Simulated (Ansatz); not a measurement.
A scan (energy over volume and axial ratio; atoms clamped) gave these values. Computed with r2SCAN (plane waves to 500 eV, PAW, scalar-relativistic; Ansatz, a first-principles code).

* **Shear modulus C′ = (C11 − C12)/2 (fit, atoms clamped)**: 53 GPa

Problem. Of these crystals, all scanned alike, which one is it?
A. CdSe (zinc blende)
B. ZnSe (zinc blende)
C. Si (diamond)
D. NiO (rock salt)

Solution. C, Si (diamond). The others have, for the shear modulus C′ = (C11 − C12)/2: ZnSe 19 GPa, CdSe 9 GPa, NiO 126 GPa

All were relaxed with their symmetry unable to fall. NiO is run spin-polarised and with no Hubbard U; the real compound is an antiferromagnetic insulator, a state that this run doesn't describe. Relaxed NiO ends ferromagnetic. The PAW data are Ansatz's earlier set. The magnetic order is the one the run started from; other orders were not tried. (This holds for the magnetic or f-shell members.) As the smearing reaches across the gap at some points, the response to shear is sensitive to the k mesh, so small differences along c/a are uncertain.

(Under strain, the slope of the energy per volume gives the stress and its curvature an elastic modulus.)
